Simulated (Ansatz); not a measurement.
Input:

YTaN3:
```xyz
5
Lattice="4.0144 0.0000 0.0000 0.0000 4.0144 0.0000 0.0000 0.0000 4.0144" Properties=species:S:1:pos:R:3 pbc="T T T"
Y      0.0000     0.0000     0.0000
Ta     2.0072     2.0072     2.0072
N      2.0072     2.0072     0.0000
N      2.0072     0.0000     2.0072
N      0.0000     2.0072     2.0072
```

This is the PBEsol-relaxed structure.

Problem. All from PBEsol (plane waves, PAW; program Ansatz), unless another level is named. Estimate the density of states at the Fermi level.

Solution. 0.53 states/eV per atom (mean over ±0.08 eV).

Problem. What about the formation energy from the elements (no fitted shifts)?

Solution. -0.95 eV/atom.

Problem. Predict the gap with spin–orbit coupling.

Solution. none (metallic).

Space group Pm-3m (cubic perovskite). The start of the workflow was typed in or built on a structure type; neither database checked (COD, Materials Project) lists it. Whether it is the stable phase at ambient conditions was not checked. Symmetry was held in the PBEsol relaxation. At this level the phase is dynamically unstable (imaginary phonons). The run is not spin-polarised. With an odd number of electrons in the cell and no spin polarisation, the count alone makes it a metal. The references are the lowest solids computed at this level, not always the standard phases (solids in place of the gases). Spin–orbit coupling is left out wherever it is not named.

Potentials: the earlier of the program's two PAW sets. The files were generated under PBE; for other functionals the program regenerates the frozen cores, and for LDA and PBEsol the local potential too.
